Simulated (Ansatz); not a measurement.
Cd (hcp, Mg type)

```
Cd
1.0
    2.94560     0.00000     0.00000
   -1.47280     2.55096     0.00000
    0.00000     0.00000     5.60346
Cd
2
Cartesian
  0.00000   1.70064   4.20259
  1.47280   0.85032   1.40086
```

The slice is a (-1 1 0 2) plane (indices of the conventional cell) through the point (0.667, 0.333, 0.250) (fractional), spanned by u = [110] and v = [1 -1 1] in vectors of this cell: u (2.95 Å) and v (7.58 Å, at 90° to u). It covers one period; positions are fractions (u, v).

All values below come from PBEsol (plane waves to 420 eV, PAW, scalar-relativistic; Ansatz, a program for electronic structure). k mesh 18×18×9. Near the nuclei the fields are pseudised (PAW); where an atom keeps semicore shells as valence, they peak there. Cd was relaxed with its symmetry unable to fall. The PAW data are Ansatz's earlier set.

Problem. What is the valence density on the shortest Cd–Cd line in this plane (2.95 Å), at its midpoint?

Solution. 0.21 e/Å³.

Problem. What is the ELF at the midpoint of the shortest Cd–Cd line in this plane (2.95 Å)?

Solution. 0.24.

Problem. Sketch the valence electron density on this plane as a map.

Solution. 
```
|999977553322112233557799|
|887766442211111122446677|
|666644332211111122334466|
|333322221100000011222233|
|222211110000000000111122|
|111100000000000000000011|
|000000000000000000000000|
|000000000000000000000000|
|111111000000000000001111|
|222222110000000000112222|
|444433221100000011223344|
|665544331111111111334455|
|776655332211111122335566|
|776655332211111122335566|
|665544332211111122334455|
|444433221111111111223344|
|333322221111111111222233|
|222211111111111111111122|
|111111111111111111111111|
|000000111111111111110000|
|000000111111111111110000|
|000000001111111111000000|
|000000000011111100000000|
|000000000000000000000000|
|000000000000000000000000|
|000000000000000000000000|
|221111110000000000111111|
|333322221111001111222233|
|666644332211111122334466|
|887766442211111122446677|
|999977553322112233557799|
|999988663322112233668899|
```
Scale: ten equal steps from -1.13 (start of '0') to 1.43 (end of '9'), in the order '0123456789'. Values: log₁₀ of the valence density in e/Å³. The map has 12 points along u (two characters each, u = 0 at the left) and 32 along v (v = 0 in the bottom row). The scale is logarithmic, as a density can span decades between atoms and voids.
